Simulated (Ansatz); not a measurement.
GaNi3 (Cu3Au type, space group No. 221), DFT-PBE in the program Ansatz with PAW potentials, all energies at zero smearing, with the estimated change up to a 700 eV cutoff added, with one set of potentials and settings (totals compare only within such a set). Cell of 4 atoms (1 Ga, 3 Ni): -21303.330 eV.

```
element                             reference phase  E (eV/atom)
-------  ------------------------------------------  -----------
Ga                        Cmce, 4 atoms in the cell   -3783.0209
Ni       Fm-3m, 1 atoms in the cell, spin-polarised   -5839.7239
```

Formation energy per atom, worked out: (-21303.330 − 1×(-3783.0209) − 3×(-5839.7239))/4 = -0.284 eV/atom (-27 kJ per mol of atoms), at 0 K, without zero-point energy or fitted corrections.

Space group Pm-3m (Cu3Au type). The workflow started from a Materials Project entry (that database holds measured and hypothetical structures alike); the Crystallography Open Database copy checked does not list it. With Ga and Ni taken as one species the cell has the higher symmetry Fm-3m, so it may be an ordered model of a mixed-site phase. Its standing as an ambient phase is unchecked. Symmetry was held in the PBE relaxation; its stability against distortions is not shown here. The final state is ferromagnetic, the only order run, not a proven ground state. The references are the lowest solids computed at this level, not always the standard phases.

Potentials: the later of the program's two PAW sets.
